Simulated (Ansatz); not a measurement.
A trial cell of CaHfH₆, before relaxation:

Space group Fm-3m (No. 225). a = 8.676 Å, b = 8.676 Å, c = 8.676 Å, α = 90.00°, β = 90.00°, γ = 90.00°
```csv
atom,site,symmetry,x,y,z
Ca,4a,m-3m,0.0000,0.0000,0.0000
Hf,4b,m-3m,0.5000,0.0000,0.0000
H,24e,4m.m,0.2555,0.0000,0.0000
```

Computed with Ansatz, DFT PBE, scalar-relativistic, plane waves, PAW. Cutoff 420 eV, Gaussian smearing, Γ-centred meshes. Cell and atoms relax first on a coarse mesh and then on a converged one. In between, the cell is made exact in the group found at 0.06 Å. The steps can't lower the symmetry of their start. No spin polarisation.

A guess keeps its type if space group and coordination stay and the shape of the cell changes little (axis ratios within about 15 %, angles within 6°); the volume may change.

Task: Does it keep its structure type, or change into something else?

Result: It keeps its type. The symmetry stays Fm-3m (No. 225). The volume per atom shrinks by 13.0 %, from 20.4 to 17.8 Å³. The shortest distance goes from 2.12 Å (Hf–H) to 1.94 Å (Hf–H). Counting neighbours within 15 % of an atom's shortest distance, the start has Ca 6, H 2, Hf 6 and the end Ca 6, H 2, Hf 6.

Energies over the elements count from the elements' standard structures at the same level (H₂ as a molecule), with no fitted energy shifts.

Task: At what energy does it end?

Result: −0.044 eV/atom. It lies below the elements, which doesn't yet make it stable against other compounds or structures.

The last run used a 6×6×6 mesh for its 8-atom cell and Gaussian smearing of 0.02 eV. Spin–orbit coupling, which can matter for Hf, is left out. With hydrogen, zero-point motion can shift formation energies by some tens of meV/atom. A structure relaxed within its symmetry needn't be a true minimum.
